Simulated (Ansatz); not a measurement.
TaCo$_{2}$:
```yaml
crystal:
  lattice:
    - [0.00000, 3.32157, 3.32157]
    - [3.32157, 0.00000, 3.32157]
    - [3.32157, 3.32157, 0.00000]
  atoms:
    - { symbol: Co, position: [0.12500, 0.12500, 0.12500], spin: 0.3 }
    - { symbol: Co, position: [0.62500, 0.12500, 0.12500], spin: 0.3 }
    - { symbol: Co, position: [0.12500, 0.12500, 0.62500], spin: 0.3 }
    - { symbol: Co, position: [0.12500, 0.62500, 0.12500], spin: 0.3 }
    - { symbol: Ta, position: [0.50000, 0.50000, 0.50000], spin: 0.0 }
    - { symbol: Ta, position: [0.75000, 0.75000, 0.75000], spin: 0.0 }
```

Relaxed with PBEsol.

### Question
Map the valence electron density (e/Å³), cut off at 4 on the plane through (0.125, 0.125, 0.125) spanned by u = [1, 0, 0] and v = [-1, 1, 1] in lattice vectors, from DFT-PBEsol in the program Ansatz with PAW potentials.

### Answer
x is the fraction of u, y of v (the angle between them is 90°; rows are the nearest grid lines); atoms in the plane: Co at (0.00, 0.00), Co at (0.50, 0.00), Ta at (0.75, 0.38), Ta at (0.25, 0.62).
```
y \ x   0.000  0.0870  0.174  0.261  0.348  0.435  0.565  0.652  0.739  0.826  0.913   1.00
------  -----  ------  -----  -----  -----  -----  -----  -----  -----  -----  -----  -----
1.00     4.00    4.00  0.998  0.448   1.75   4.00   4.00   1.75  0.448  0.998   4.00   4.00
0.909    3.63    1.64  0.441  0.331  0.561   2.27   2.25  0.606  0.379  0.490   1.65   3.63
0.848   0.463   0.386  0.302  0.282  0.317  0.413  0.435  0.384  0.374  0.379  0.416  0.463
0.758   0.283   0.363  0.767   1.09  0.625  0.326  0.298  0.368  0.442  0.391  0.312  0.283
0.697   0.314   0.988   3.44   4.00   2.85  0.637  0.287  0.334  0.383  0.350  0.293  0.314
0.606   0.346    1.85   4.00   3.51   4.00   1.13  0.266  0.271  0.283  0.275  0.264  0.346
0.545   0.300   0.865   3.09   3.96   2.51  0.570  0.272  0.322  0.379  0.339  0.278  0.300
0.455   0.300   0.278  0.339  0.379  0.322  0.272  0.570   2.51   3.96   3.09  0.865  0.300
0.394   0.346   0.264  0.275  0.283  0.271  0.266   1.13   4.00   3.51   4.00   1.85  0.346
0.303   0.314   0.293  0.350  0.383  0.334  0.287  0.637   2.85   4.00   3.44  0.988  0.314
0.242   0.283   0.312  0.391  0.442  0.368  0.298  0.326  0.625   1.09  0.767  0.363  0.283
0.152   0.463   0.416  0.379  0.374  0.384  0.435  0.413  0.317  0.282  0.302  0.386  0.463
0.0909   3.63    1.65  0.490  0.379  0.606   2.25   2.27  0.561  0.331  0.441   1.64   3.63
0.000    4.00    4.00  0.998  0.448   1.75   4.00   4.00   1.75  0.448  0.998   4.00   4.00
```

The density is the valence pseudo-density with augmentation charge, so density and ELF within about 1 Å of a nucleus are not all-electron values.

Space group Fd-3m (cubic Laves (MgCu2 type)). The workflow started from an entry of the Crystallography Open Database (COD). Its standing as an ambient phase is unchecked. The PBEsol relaxation kept the symmetry of its start; its stability against distortions is not shown here. Spin order of the final state: ferromagnetic, the only order run, not a proven ground state. Spin–orbit coupling is left out wherever it is not named.

Potentials: the later of the program's two PAW sets.
